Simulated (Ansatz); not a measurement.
This Mg3ZrN2 structure is the end of a relaxation. The cell was found from a structure generator's guess, not taken from experiment.

Computed with DFT PBE, scalar-relativistic, plane waves, PAW (Ansatz 0.2.0). Cutoff 420 eV, Γ-centred mesh, Gaussian smearing, no spin polarisation.

```xyz
6
Lattice="-2.2174 2.2174 4.5261 2.2174 -2.2174 4.5261 2.2174 2.2174 -4.5261" Properties=species:S:1:pos:R:3 pbc="T T T"
Mg    0.0000    2.2174    2.2630
Mg    2.2174    0.0000    2.2630
Mg    0.0000    0.0000    4.5261
Zr    0.0000    0.0000    0.0000
N     0.0000    2.2174    0.0000
N     2.2174    0.0000    0.0000
```

The zero of energy is the elements' standard structures at the same level (N₂ as a molecule); no fitted shifts are applied.

(1) What space group does it have?

(2) What is its formation energy per atom?

(3) Is it a metal?

Results:

(1) I4/mmm (No. 139). Conventional cell: a = 4.435 Å, c = 9.052 Å. Mg on a site of symmetry -4m2 has 2 N at 2.26 Å, 8 Mg at 3.14–3.17 Å and 4 Zr at 3.17 Å; around Mg on a site of symmetry 4/mmm lie 4 N at 2.22 Å, 4 Zr at 3.14 Å and 8 Mg at 3.17 Å; around Zr lie 4 N at 2.22 Å and 12 Mg at 3.14–3.17 Å; N is surrounded by 2 Zr at 2.22 Å and 4 Mg at 2.22–2.26 Å.

(2) −0.68 eV/atom. A negative formation energy is needed for stability but isn't enough: competing phases decide.

(3) Yes, bands cross the Fermi level on the 12×12×12 mesh.

The last run used a 12×12×12 mesh for its 6-atom cell and Gaussian smearing of 0.10 eV. A structure relaxed within its symmetry needn't be a true minimum.
